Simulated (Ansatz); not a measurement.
**Relaxation path: diamond Sn (110), 2 layers**

DFT, PBE, PAW with Ansatz's default frozen-core files, scalar-relativistic (Ansatz 0.2.0); a Γ-centred 7×5×1 k mesh, Fermi–Dirac smearing of 0.02 eV, no spin polarisation. The run relaxes the atoms in the fixed cell.

Command: `ansatz run input.yaml --threads 1 --pin off --max-ram 3584MiB --backend cpu --events-out ev --progress --plain --runs-dir out` It took 67 s on 1 thread of Intel(R) Xeon(R) Platinum 8375C CPU @ 2.90GHz (Ice Lake), with other jobs on the host, peak memory 0.66 GiB.

```yaml
crystal:
  lattice:
    - [4.7064645934, 0.0, 0.0]
    - [0.0, 6.6559460589, 0.0]
    - [0.0, 0.0, 18.3532]
  atoms:
    - { symbol: Sn, position: [0.0, 0.375, 0.4358904088] }
    - { symbol: Sn, position: [0.5, 0.125, 0.4358904088] }
    - { symbol: Sn, position: [0.5, 0.875, 0.5641095912] }
    - { symbol: Sn, position: [0.0, 0.625, 0.5641095912] }
kpoints:
  mp_grid: { grid: [7, 5, 1] }
scf:
  occupations: { method: fermi_dirac, width: 0.02 }
hamiltonian:
  xc: pbe
  pseudopotentials: { kind: paw }
output:
  forces: true
  stress: true
  eigenvalues: true
relax:
  f_tol: 0.01
  max_steps: 40
efield:
  axis: 3
  amplitude: 0
  dipole_correction: true
```

Each step lists its free energy a cell above the last geometry, and Cartesian positions (Å) with forces (eV/Å).

The first step:

```
step 1  dF = 24.26 meV
  Sn 0.0000 2.4960 8.0000   0.0000 0.0090 0.2195
  Sn 2.3532 0.8320 8.0000   0.0000 -0.0090 0.2195
  Sn 2.3532 5.8240 10.3532   0.0000 0.0090 -0.2195
  Sn 0.0000 4.1600 10.3532   0.0000 -0.0090 -0.2195
```

Spin–orbit coupling is left out, which matters for the heavy atoms. Real surfaces of this kind reconstruct, which a 1×1 cell forbids.

Q: Where does the relaxation end, and by which steps?

A: After 3 geometries, with a shortest distance of 2.816 Å. The further steps:
```
step 2  dF = 4.90 meV
  Sn 0.0000 2.4702 8.0782   0.0000 -0.0033 -0.1051
  Sn 2.3532 0.8578 8.0782   0.0000 0.0033 -0.1051
  Sn 2.3532 5.7982 10.2750   0.0000 -0.0033 0.1051
  Sn 0.0000 4.1858 10.2750   0.0000 0.0033 0.1051
step 3  dF = 0.00 meV
  Sn 0.0000 2.4793 8.0528   0.0000 0.0057 0.0087
  Sn 2.3532 0.8487 8.0528   0.0000 -0.0057 0.0087
  Sn 2.3532 5.8073 10.3004   0.0000 0.0058 -0.0087
  Sn 0.0000 4.1766 10.3004   0.0000 -0.0058 -0.0087
step 4  dF = 0.00 meV  (same geometry, solved once more)
  Sn 0.0000 2.4793 8.0528   0.0000 0.0058 0.0087
  Sn 2.3532 0.8487 8.0528   0.0000 -0.0058 0.0087
  Sn 2.3532 5.8073 10.3004   0.0000 0.0058 -0.0087
  Sn 0.0000 4.1766 10.3004   0.0000 -0.0058 -0.0087
```
